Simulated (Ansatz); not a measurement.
The start is a generated trial cell of WC in the FeSi structure type. The cell and all atomic positions are relaxed at zero pressure with PBEsol (plane waves to 420 eV, PAW, scalar-relativistic; Ansatz, a first-principles code). The first steps use a coarse 5×5×5 k-mesh.

Starting cell:
```
WC
1.0
    4.41628     0.00000     0.00000
    0.00000     4.41628     0.00000
    0.00000     0.00000     4.41628
W C
4 4
Direct
  0.13652   0.13652   0.13652
  0.63652   0.36348   0.86348
  0.86348   0.63652   0.36348
  0.36348   0.86348   0.63652
  0.84240   0.84240   0.84240
  0.34240   0.65760   0.15760
  0.15760   0.34240   0.65760
  0.65760   0.15760   0.34240
```

Task: What pressure does the first self-consistent step give?

Result: -11 GPa (negative: the cell is under tension).

Task: What is the largest force in the starting geometry, and on which atom (counted from 1)?

Result: About 0.2 eV/Å, on C5, C6, C7, C8 (atoms numbered as listed).

Task: By how much does the energy per atom fall from start to end?

Result: 0.02 eV/atom.

Task: How does the volume change?

Result: -3.7 %, from 10.77 to 10.36 Å³/atom.

Task: How do the shortest distances between atoms change?

Result: The closest pairs of elements (up to four, under 3.6 Å), start → end: C–W 2.25 → 2.23 Å; W–W 2.71 → 2.68 Å; C–C 2.73 → 2.69 Å.

Task: What band gap does the relaxed structure have at this level?

Result: Zero (metallic).

Task: Give the final cell and atomic positions.

Result: 
Space group P2₁3 (No. 198); a = b = c = 4.3604 Å, α = β = γ = 90.00°

```tsv
atom	site	symmetry	x	y	z
W	4a	.3.	0.1428	0.1428	0.1428
C	4a	.3.	0.8479	0.8479	0.8479
```

The space group stays P2₁3 (No. 198) (the run could not lower it); the end is AFLOW prototype AB_cP8_198_a_a (B20, as in FeSi), with 8 atoms in the primitive cell. Final values are on a 11×11×11 k-mesh of the relaxed cell. No spin polarisation in the result.

The run could not lose the symmetry of its start; a randomly shaken copy of 8 atoms returns to this structure.

The relaxed structure here is a generated cell of WC: the first start was made by placing the elements on the sites of a structure type, and the end was not matched to a known phase here, so it may be hypothetical. Known forms of WC include space group No. 187.
